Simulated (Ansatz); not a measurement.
Cell and atoms are relaxed with the symmetry kept. Start:

```cif
data_structure
_symmetry_space_group_name_H-M 'P 1'
_symmetry_Int_Tables_number 1
_cell_length_a 5.5430
_cell_length_b 5.5430
_cell_length_c 5.5430
_cell_angle_alpha 139.917
_cell_angle_beta 139.917
_cell_angle_gamma 57.980
_cell_volume 69.98
loop_
_atom_site_label
_atom_site_type_symbol
_atom_site_fract_x
_atom_site_fract_y
_atom_site_fract_z
_atom_site_occupancy
Ti1 Ti 0.00000 0.00000 0.00000 1
Ti2 Ti 0.75000 0.25000 0.50000 1
O1 O 0.20649 0.20649 0.00000 1
O2 O 0.95649 0.45649 0.50000 1
O3 O 0.54351 0.04351 0.50000 1
O4 O 0.79351 0.79351 0.00000 1
```

All numbers below come from Ansatz 0.2.0, DFT PBE+D3(BJ), scalar-relativistic, plane waves, PAW.

Settings: cutoff 420 eV, Γ-centred mesh 10×10×10 on the computed 6-atom cell, Gaussian smearing of 0.02 eV; no spin polarisation.

Task: What does it relax to?

Result: The volume drops by 0.22 Å³/atom to 11.44 Å³/atom, and the energy falls by 2.3 meV/atom. Final structure:
```cif
data_structure
_symmetry_space_group_name_H-M 'I4_1/amd:1'
_symmetry_Int_Tables_number 141
_cell_length_a 3.7871
_cell_length_b 3.7871
_cell_length_c 9.5740
_cell_angle_alpha 90.000
_cell_angle_beta 90.000
_cell_angle_gamma 90.000
_cell_volume 137.31
loop_
_atom_site_label
_atom_site_type_symbol
_atom_site_symmetry_multiplicity
_atom_site_Wyckoff_symbol
_atom_site_fract_x
_atom_site_fract_y
_atom_site_fract_z
_atom_site_occupancy
Ti1 Ti 4 a 0.00000 0.00000 0.00000 1
O1 O 8 e 0.00000 0.00000 0.20806 1
```

Cost: 1 run of about 0.68 core-minutes, on Intel Xeon 6975P-C (Granite Rapids) (shared hosts).